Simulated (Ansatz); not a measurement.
# BN: calculated against measured nuclear parameters

**Measured values to compare with.**

“First-principles theory of extending the spin qubit coherence time in hexagonal boron nitride”, 2022, arXiv:2202.04346 quotes: |C_Q| of ¹⁰B 6.1 MHz; |C_Q| of B-11 2.9 MHz; |C_Q| of 14N about 0.2 MHz. On the |C_Q| of ¹⁰B: quoted in a theory paper, not measured there. On the |C_Q| of B-11: quoted in a theory paper, not measured there. On the |C_Q| of 14N: quoted in a theory paper, not measured there, to one digit only, so it can be off by a third.

Cell of run 1: a COD entry (the entry's cell lengths or inner coordinates differ somewhat from later room-temperature determinations), taken as it stands.

```
B N
1.0
     2.49824    0.00000    0.00000
    -1.24912    2.16354    0.00000
     0.00000    0.00000    6.63570
B N
2 2
Direct
  0.33333 0.66667 0.25000
  0.66667 0.33333 0.75000
  0.33333 0.66667 0.75000
  0.66667 0.33333 0.25000
```

Atoms are numbered from 1 in the order listed; like atoms form one site, named after its first atom.

All runs are DFT with Ansatz 0.2.0 (plane waves and PAW, scalar-relativistic unless spin–orbit coupling is named, Γ-centred meshes, Fermi–Dirac smearing) in this cell.

Run 1: PBE, atoms as given; 420 eV, 14×14×5 k-points, smearing 0.02 eV.
Run 2: r2SCAN, at the relaxed atoms; 500 eV, 14×14×5 k-points, smearing 0.02 eV.
Run 3: LDA, at the relaxed atoms; 420 eV, 14×14×5 k-points, smearing 0.02 eV.

Relaxed positions (PBE, cell held):

```
CELL_PARAMETERS angstrom
2.49824 0.00000 0.00000
-1.24912 2.16354 0.00000
0.00000 0.00000 6.63570
ATOMIC_POSITIONS crystal
B 0.33333 0.66667 0.25000
B 0.66667 0.33333 0.75000
N 0.33333 0.66667 0.75000
N 0.66667 0.33333 0.25000
```

¹⁰B: I = 3, Q = 84.59 mb; B-11: I = 3/2, Q = 40.59 mb; 14N: I = 1, Q = 20.44 mb (Pyykkö 2018). C_Q = eQV_zz/h.

Task: How well do the runs reproduce the measured values?

Result: 

```
     quantity  unit  measured  run 1  run 2  run 3
 |C_Q| of ¹⁰B   MHz       6.1   5.79   6.05   5.84
|C_Q| of B-11   MHz       2.9   2.78   2.90   2.80
 |C_Q| of 14N   MHz       0.2  0.129  0.156  0.069
```

The runs' values of the |C_Q| of ¹⁰B lie within 4 % of one another and miss by -1 % to -5 %. The runs' values of the |C_Q| of B-11 lie within 4 % of one another and miss by under 1 % to -4 %. For the |C_Q| of 14N, the closest is run 2 (-22 %), the farthest run 3 (-66 %).

The runs hold the atoms at rest, while the measurements include thermal motion.

The cell isn't the equilibrium one in run 1 (calculated pressure 5 GPa), and the entry's cell may itself be off.
